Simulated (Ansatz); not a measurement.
Given:

CoSi:
```
CELL_PARAMETERS angstrom
      4.38560     0.00000     0.00000
      0.00000     4.38560     0.00000
      0.00000     0.00000     4.38560
ATOMIC_POSITIONS crystal
  Co 0.14566 0.14566 0.14566
  Co 0.35434 0.85434 0.64566
  Co 0.64566 0.35434 0.85434
  Co 0.85434 0.64566 0.35434
  Si 0.84329 0.84329 0.84329
  Si 0.65671 0.15671 0.34329
  Si 0.34329 0.65671 0.15671
  Si 0.15671 0.34329 0.65671
```

This is the PBEsol-relaxed structure.

Task: All from PBEsol in the plane-wave PAW code Ansatz, unless another level is named. Give the Poisson's ratio.

Result: 0.27.

Task: And the highest zone-centre frequency?

Result: 437 cm⁻¹.

Task: Next, the elastic constants (relaxed ions, GPa)?

Result: C11 = 405, C12 = 159, C44 = 131.

Space group P2_13. The cell was relaxed with PBEsol under the symmetry of its start; of distortions, only those at the zone centre were tested. The workflow began spin-polarised and lost its moments. As this level gives no gap, shear constants depend on the k-mesh and smearing (Fermi–Dirac, 0.1 eV here). As this level gives no gap, phonon frequencies hold no LO–TO term and depend on the k-mesh and smearing (Fermi–Dirac, 0.1 eV here).

Potentials: the later of the program's two PAW sets.
